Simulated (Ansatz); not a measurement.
Given:

CuPd:
```
CELL_PARAMETERS angstrom
      1.40622    -2.21032     0.00000
      1.40622     2.21032     0.00000
      0.00000     0.00000     4.25853
ATOMIC_POSITIONS crystal
  Cu 0.00000 0.00000 0.00000
  Pd 0.50000 0.50000 0.50000
```

This is the PBEsol-relaxed structure. Cartesian axes are those of the cell as given.

Question: All from DFT-PBEsol in the program Ansatz with PAW potentials, unless another level is named. Estimate the bulk modulus (Birch–Murnaghan fit).

Answer: 179 GPa.

Question: Give the highest zone-centre frequency.

Answer: 249 cm^-1.

Question: And the elastic constants (relaxed ions, GPa)?

Answer: C11 = 211, C22 = 316, C33 = 314, C12 = 165, C13 = 181, C23 = 47.2, C44 = -24.9, C55 = 115, C66 = 115.

Space group Cmmm. The workflow started from a Materials Project entry (that database holds measured and hypothetical structures alike); the Crystallography Open Database copy checked does not list it. COD files the formula under space group No. 221. With Cu and Pd taken as one species the cell has the higher symmetry I4/mmm, so it may be an ordered model of a mixed-site phase. Its standing as an ambient phase is unchecked. The PBEsol relaxation kept the symmetry of its start. At this level the phase is dynamically unstable (imaginary phonons). The run is not spin-polarised. As this level gives no gap, shear constants depend on the k-mesh and smearing (Fermi–Dirac, 0.1 eV here). As this level gives no gap, phonon frequencies hold no LO–TO term and depend on the k-mesh and smearing (Fermi–Dirac, 0.1 eV here). On the denser mesh and wider smearing of the elastic run this cell carries a stress of 0.4 GPa.

Potentials: the later of the program's two PAW sets.
